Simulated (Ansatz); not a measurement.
## A plane-wave run on Hf$_{5}$Ga$_{3}$

The input, for Ansatz 0.2.0 (plane waves, PAW):

```yaml
crystal:
  lattice:
    - [3.995755, 6.920846, 0.0]
    - [-3.995755, 6.920846, 0.0]
    - [0.0, 0.0, 5.698041]
  atoms:
    - { symbol: Hf, position: [0.3333, 0.3334, 0.0] }
    - { symbol: Hf, position: [0.6666, 0.6667, 0.5] }
    - { symbol: Hf, position: [0.6667, 0.6666, 0.0] }
    - { symbol: Hf, position: [0.3334, 0.3333, 0.5] }
    - { symbol: Ga, position: [0.61, 0.39, 0.25] }
    - { symbol: Ga, position: [0.61, 0.0, 0.75] }
    - { symbol: Ga, position: [0.0, 0.61, 0.25] }
    - { symbol: Ga, position: [0.39, 0.61, 0.75] }
    - { symbol: Ga, position: [0.39, 0.0, 0.25] }
    - { symbol: Ga, position: [0.0, 0.39, 0.75] }
    - { symbol: Hf, position: [0.25, 0.75, 0.25] }
    - { symbol: Hf, position: [0.25, 0.0, 0.75] }
    - { symbol: Hf, position: [0.0, 0.25, 0.25] }
    - { symbol: Hf, position: [0.75, 0.25, 0.75] }
    - { symbol: Hf, position: [0.75, 0.0, 0.25] }
    - { symbol: Hf, position: [0.0, 0.75, 0.75] }
  symmetry: { tolerance: 0.0003 }
kpoints:
  mp_grid: { grid: [5, 5, 6], shift: [0, 0, 0] }
magnetization:
  spin_polarized: false
scf:
  occupations: { method: fermi_dirac, width: 0.0828 }
  lower_state_search: "off"
  max_iter: 200
hamiltonian:
  pseudopotentials: { kind: paw }
  xc: lda
basis:
  ecutwfc: 420
  fft_grid_basis: typed
output:
  forces: true
  stress: true
  eigenvalues: true
  bader: true
  populations: true
  elf: true
  write_potential: true
  volumetric_format: npy
  dos:
    e_range: [-12, 8]
    de: 0.05
    projected: { site_lists: { Ga: [Ga], Hf: [Hf] } }
checkpoint:
  read: saved_state
```

The run starts from an earlier solution of this cell. 

Excerpt of what it printed:

```
SCF iter   1: F=—  Δρ=8.20e-4  dr2=2.36e-3
SCF iter   2: F=—  Δρ=4.48e-4  dr2=5.60e-4
SCF iter   3: F=—  Δρ=1.19e-4  dr2=7.33e-5
SCF iter   4: F=—  Δρ=6.89e-5  dr2=1.99e-5
SCF iter   5: F=—  Δρ=2.45e-5  dr2=1.87e-6
SCF iter   6: F=—  Δρ=9.21e-6  dr2=2.53e-7
SCF iter   7: F=-177017.7259 eV  Δρ=3.48e-6  dr2=4.11e-8
Free energy (F): -177017.7259 eV
Harris-Foulkes:  -177017.7259 eV  (|F-HF|=6.29e-8)
Internal energy: -177017.4194 eV  (E = F + TS)
E sigma→0 (E₀):  -177017.5727 eV
Entropy (-TS):   -0.3065 eV (-19.158 meV/atom)
Fermi energy:    16.8959 eV
--- Per-component energies (eV) ---
  E_band       = 29.2804
  E_kinetic    = 4933.6945
  E_local      = -62562.4638  (includes V_loc(G=0)·N_el)
  E_nonlocal   = -9791.4397
  E_hartree    = 29377.5227
  E_xc         = -3391.5197
  E_vxc        = -3021.2682  (∫ρ·V_xc dr)
  E_paw        = -78305.2075  (= ΣΔE_a)
  E_vpaw       = 11715.7230  (= ΣTr[D̂ρ^β])
  E_aug_tail   = -0.0008  (compensation charges beyond the density's cutoff)
  E_ewald      = -57312.9484
  E_core_change = 34.9433  (= ΣΔE_core)
  E_smearing   = -0.3065  (= −TS)
--- Forces (eV/Å), atoms counted from 1 ---
  atom   1  Hf     0.0000     0.0000     0.0000
  atom   2  Hf     0.0000     0.0000     0.0000
  atom   3  Hf     0.0000     0.0000     0.0000
  atom   4  Hf     0.0000     0.0000     0.0000
  atom   5  Ga     0.0232     0.0000     0.0000
  atom   6  Ga     0.0116     0.0201     0.0000
  atom   7  Ga    -0.0116     0.0201     0.0000
  atom   8  Ga    -0.0232     0.0000     0.0000
  atom   9  Ga    -0.0116    -0.0201     0.0000
  atom  10  Ga     0.0116    -0.0201     0.0000
  atom  11  Hf    -0.3984     0.0000     0.0000
  atom  12  Hf    -0.1992    -0.3450     0.0000
  atom  13  Hf     0.1992    -0.3450     0.0000
  atom  14  Hf     0.3984     0.0000     0.0000
  atom  15  Hf     0.1992     0.3450     0.0000
  atom  16  Hf    -0.1992     0.3450     0.0000
--- Stress (GPa, compression-positive) ---
       -7.2173       0.0000       0.0000
        0.0000      -7.2173       0.0000
        0.0000       0.0000      -7.3665
  P = ⅓ Tr σ = -7.2670 GPa (-72.670 kbar)
--- Löwdin populations: 16 sites ---
  site symbol       q [e]
     0     Hf     25.5725
     1     Hf     25.5725
     2     Hf     25.5725
     3     Hf     25.5725
     4     Ga     13.7332
     5     Ga     13.7332
     6     Ga     13.7332
     7     Ga     13.7332
     8     Ga     13.7332
     9     Ga     13.7332
    10     Hf     25.4679
    11     Hf     25.4679
    12     Hf     25.4679
    13     Hf     25.4679
    14     Hf     25.4679
    15     Hf     25.4679
  spilling = 0.0015 (of n_electrons = 338.0000)
--- Bader charges: 16 sites ---
  site symbol  charge [e]  shift [e]
     0     Hf      0.8369     0.0000
     1     Hf      0.8369     0.0000
     2     Hf      0.8368     0.0000
     3     Hf      0.8368     0.0000
     4     Ga     -1.4576     0.0000
     5     Ga     -1.4576     0.0000
     6     Ga     -1.4576     0.0000
     7     Ga     -1.4576     0.0000
     8     Ga     -1.4576     0.0000
     9     Ga     -1.4576     0.0000
    10     Hf      0.8997     0.0000
    11     Hf      0.8997     0.0000
    12     Hf      0.8997     0.0000
    13     Hf      0.8997     0.0000
    14     Hf      0.8997     0.0000
    15     Hf      0.8997     0.0000
```

Origin: a database entry at a rescaled volume.
